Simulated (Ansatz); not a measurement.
# Relaxing a structure of GaCuSe2

The start is a relaxed GaCuSe2 cell shaken by Gaussian noise of σ = 0.08 Å a coordinate. A full variable-cell relaxation at zero pressure is run with PBE (plane waves to 420 eV, PAW, scalar-relativistic; Ansatz, a first-principles code). The first steps use a coarse 6×6×3 k-mesh.

Starting cell:
```
GaCuSe2
1.0
    3.96562     0.00000     0.00000
    0.00000     3.96562     0.00000
    0.00000     0.00000     9.93068
Cu Ga Se
2 2 4
Cartesian
 -0.03715  -0.04807   4.91998
  1.89119   2.02579  -0.11157
  0.01693   0.03641   0.02905
  2.12026   2.08118   4.93169
  2.93814   2.89711   2.69804
  0.90331   0.95621   2.57558
  3.01516   0.94617   7.29830
  0.99984   3.01181   7.44292
```

Q: What is the largest force in the starting geometry, and on which atom (counted from 1)?

A: About 1.1 eV/Å, on Se5 (atoms numbered as listed).

Q: By how much does the energy per atom fall from start to end?

A: 0.20 eV/atom.

Q: How does the volume per atom move from start to end?

A: +3.1 %, from 19.52 to 20.14 Å³/atom.

Q: Does it find its way back to the structure it was made from?

A: It does not go back: it reaches Immm (No. 71), 0.17 eV/atom below the parent.

Q: How do the shortest distances between atoms change?

A: The closest pairs of elements (up to four, under 3.6 Å), start → end: Cu–Se 2.64 → 2.36 Å; Ga–Se 2.51 → 2.88 Å; Cu–Ga 2.58 → 2.78 Å; Se–Se 2.73 → 2.82 Å.

Q: What band gap does the relaxed structure have at this level?

A: No gap (metallic).

Q: Write out the relaxed structure.

A: 
Space group Immm (No. 71); a = 3.8721 Å, b = 3.9762 Å, c = 10.4629 Å, α = 90.00°, β = 90.00°, γ = 90.00°

```csv
atom,site,symmetry,x,y,z
Cu,2b,mmm,0.5000,0.0000,0.0000
Ga,2d,mmm,0.0000,0.5000,0.0000
Se,4j,mm2,0.5000,0.0000,0.2251
```
(The calculation used a cell of 4 atoms; values per cell refer to that cell.)

Final values are on a 17×17×17 k-mesh of the relaxed cell. No spin polarisation in the result.

The relaxed structure here is a generated cell of GaCuSe2: the first start was made by a random draw of sites in a space group, and the end was not matched to a known phase here, so it may be hypothetical. Known forms of GaCuSe2 include space group No. 122.
